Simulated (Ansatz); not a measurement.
InSe:
```
InSe
1.0
    4.02706     0.00000     0.00000
   -2.01353     3.48754     0.00000
    0.00000     0.00000    17.05947
In Se
4 4
Cartesian
  0.00000   2.32503   2.87014
  2.01353   1.16251  11.39987
  2.01353   1.16251  14.18934
  0.00000   2.32503   5.65960
  0.00000   2.32503  10.13771
  2.01353   1.16251   1.60797
  2.01353   1.16251   6.92176
  0.00000   2.32503  15.45150
```

The program Ansatz at the r²SCAN+D4 level (PAW) gives a gap of 0.89 eV without spin–orbit coupling, maximum at Γ, minimum at Γ.

**Question.** What happens when spin–orbit coupling is switched on?

**Answer.** The gap falls by 0.03 eV, to 0.86 eV; maximum at Γ, minimum at Γ.

**Question.** Give the electron effective mass with spin–orbit coupling.

**Answer.** 0.093, 0.14, 0.14 mₑ (principal values).

**Question.** Give the hole effective mass with spin–orbit coupling.

**Answer.** 0.087, 1.3, 1.3 mₑ (principal values).

Space group P6_3/mmc. The cell was relaxed with r²SCAN+D4 under the symmetry of its start.

Potentials: the later of the program's two PAW sets.
